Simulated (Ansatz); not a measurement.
Ga2Cu (space group P4/mmm)

```yaml
crystal:
  lattice:
    - [2.77106, 0.00000, 0.00000]
    - [0.00000, 2.77106, 0.00000]
    - [0.00000, 0.00000, 5.66530]
  atoms:
    - { symbol: Ga, position: [0.50000, 0.50000, 0.28331] }
    - { symbol: Ga, position: [0.50000, 0.50000, 0.71669] }
    - { symbol: Cu, position: [0.00000, 0.00000, 0.00000] }
```

Level of theory: LDA (plane waves to 420 eV, PAW, scalar-relativistic; Ansatz, a first-principles code). DFPT wavenumbers on a 18×18×8 k mesh, in cm⁻¹ and rounded to 5; i marks imaginary ones, q is in fractions of the reciprocal vectors of the cell shown, and the three acoustic modes at Γ are left out. Ga2Cu is run without spin polarisation. Ga2Cu was relaxed with its symmetry unable to fall.

### Question
Does any mode at Γ, X = (0.5, 0.0, 0.0), M = (0.5, 0.5, 0.0), Z = (0.0, 0.0, 0.5) come out imaginary?

### Answer
No imaginary mode at these points (lowest 40 cm⁻¹ at Z = (0.0, 0.0, 0.5)); other wave vectors were not tested.

### Question
Predict the phonon wavenumbers at Γ, X = (0.5, 0.0, 0.0), M = (0.5, 0.5, 0.0), Z = (0.0, 0.0, 0.5).

### Answer
| q | wavenumbers (cm⁻¹) |
|---|---|
| Γ | 75 (×2), 155 (×2), 200, 250 |
| X = (0.5, 0.0, 0.0) | 85, 90, 100, 110, 130, 130, 185, 205, 255 |
| M = (0.5, 0.5, 0.0) | 100 (×2), 115, 150, 160 (×2), 210 (×2), 220 |
| Z = (0.0, 0.0, 0.5) | 40 (×2), 85 (×2), 135, 145, 150 (×2), 260 |
